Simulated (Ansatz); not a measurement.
This run works on a generated trial structure, not on a known crystal.

Input and command of a plane-wave DFT calculation in Ansatz:

```yaml
crystal:
  lattice:
    - [6.08444243, 0.0, 0.0]
    - [-3.04222121, 5.26928171, 0.0]
    - [0.0, 0.0, 8.39581786]
  atoms:
    - { symbol: Ta, position: [0.5, 0.0, 0.0] }
    - { symbol: Ta, position: [0.0, 0.5, 0.0] }
    - { symbol: Ta, position: [0.5, 0.5, 0.0] }
    - { symbol: As, position: [0.0, 0.0, 0.0] }
    - { symbol: Au, position: [0.33333333, 0.66666667, 0.5] }
    - { symbol: Au, position: [0.66666667, 0.33333333, 0.5] }
    - { symbol: O, position: [0.16191388, 0.83808612, 0.5] }
    - { symbol: O, position: [0.16191388, 0.32382775, 0.5] }
    - { symbol: O, position: [0.67617225, 0.83808612, 0.5] }
    - { symbol: O, position: [0.83808612, 0.16191388, 0.5] }
    - { symbol: O, position: [0.83808612, 0.67617225, 0.5] }
    - { symbol: O, position: [0.32382775, 0.16191388, 0.5] }
    - { symbol: O, position: [0.33333333, 0.66666667, 0.27613824] }
    - { symbol: O, position: [0.33333333, 0.66666667, 0.72386176] }
    - { symbol: O, position: [0.66666667, 0.33333333, 0.72386176] }
    - { symbol: O, position: [0.66666667, 0.33333333, 0.27613824] }
    - { symbol: O, position: [0.33333333, 0.66666667, 0.0] }
    - { symbol: O, position: [0.66666667, 0.33333333, 0.0] }
    - { symbol: O, position: [0.0, 0.0, 0.5] }
basis:
  ecutwfc: 420
kpoints:
  mp_grid: { grid: [2, 2, 2] }
hamiltonian:
  xc: pbe
scf:
  occupations: { method: gaussian, width: 0.15 }
  lower_state_search: "off"
output:
  forces: true
  stress: true
  eigenvalues: true
relax:
  adjacent_minimum: "off"
  f_tol: 0.08
  max_steps: 16
  cell: { stress_tol: 0.8 }
```

```bash
ansatz run input.yaml --threads 1 --pin off --max-ram 2816MiB --backend cpu --events-out ev --progress --plain --runs-dir out
```

Processor: Intel(R) Xeon(R) Platinum 8488C (Sapphire Rapids), 1 thread, on a host shared with other jobs.

Estimate time, memory and problem size.

About 81 s, peak memory 0.71 GiB. It solves 104 bands at 4 k points (after reduction by symmetry) with about 6291 plane waves (on the last cell), in 90 SCF iterations over 9 ionic steps.
